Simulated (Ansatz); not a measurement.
Level of theory: Ansatz 0.2.0, DFT PBE, scalar-relativistic, plane waves, PAW, and for the lanthanide a 4f-in-core norm-conserving potential. Settings: cutoff 690 eV, Γ-centred meshes spaced at most about 0.3 Å⁻¹, and about 0.25 Å⁻¹ or finer for metals (2π included), Gaussian smearing. No spin polarisation in the final relaxations.

All energies are static (0 K, no zero-point motion).

Two relaxed structures of SmBiH₃:

1.

```yaml
crystal:
  lattice:
    - [4.52494, 0.00000, 0.00000]
    - [0.00000, 4.52494, 0.00000]
    - [0.00000, 0.00000, 3.95707]
  atoms:
    - { symbol: Sm, position: [0.50000, 0.50000, 0.00000] }
    - { symbol: Bi, position: [0.00000, 0.00000, 0.00000] }
    - { symbol: H, position: [0.50000, 0.00000, 0.50000] }
    - { symbol: H, position: [0.00000, 0.50000, 0.50000] }
    - { symbol: H, position: [0.50000, 0.50000, 0.50000] }
```

2.

```yaml
crystal:
  lattice:
    - [5.43535, 0.00000, 0.00000]
    - [-2.71767, 4.70715, 0.00000]
    - [0.00000, 0.00000, 3.35795]
  atoms:
    - { symbol: Sm, position: [0.66667, 0.33333, 0.50000] }
    - { symbol: Bi, position: [0.00000, 0.00000, 0.00000] }
    - { symbol: H, position: [0.50839, 0.49161, 0.00000] }
    - { symbol: H, position: [0.50839, 0.01679, 0.00000] }
    - { symbol: H, position: [0.98321, 0.49161, 0.00000] }
```

Question: Which form is favoured at zero pressure, and by what margin per atom?

Answer: Cell 2 is lower, by 0.35 eV/atom. Cell 1 has space group P4/mmm (No. 123), 16.2 Å³/atom and no gap on its mesh; cell 2 has space group P-6m2 (No. 187), 17.2 Å³/atom and no gap. Counting H atoms around Bi and Sm (those within 1.25 times the shortest such distance or 1.15 times the sum of covalent radii, 1.27 where that leaves under three; the shortest distance is added where it exceeds 1.18 times the sum of covalent radii), cell 1 has Sm 2, Bi 8 from 3.0 Å and cell 2 has Sm 6, Bi 6 from 2.7 Å. The lower one is the more open, so pressure narrows the difference. In cell 1, around Sm lie 2 H at 1.98 Å, 8 H at 3.01 Å and 4 Bi at 3.20 Å; Bi has 8 H at 3.01 Å and 4 Sm at 3.20 Å; around H on a site of symmetry mmm lie 2 H at 2.26 Å, 4 Bi at 3.01 Å and 4 Sm at 3.01 Å; 1 more site not described. In cell 2, around Sm lie 6 H at 2.24 Å, 2 Sm at 3.36 Å and 6 Bi at 3.56 Å; Bi has 6 H at 2.72 Å, 2 Bi at 3.36 Å and 6 Sm at 3.56 Å; H is surrounded by 2 Sm at 2.24 Å, 2 H at 2.58 Å, 2 Bi at 2.72 Å and 2 H at 2.85 Å. Both come from invented guesses.

These runs have no spin–orbit coupling, which can matter for Bi. With hydrogen, zero-point motion can shift such differences by 10 meV/atom or more. Cells relaxed within their symmetry can be saddle points.

The lanthanide is trivalent by construction, without f bands, f moments or other valences.
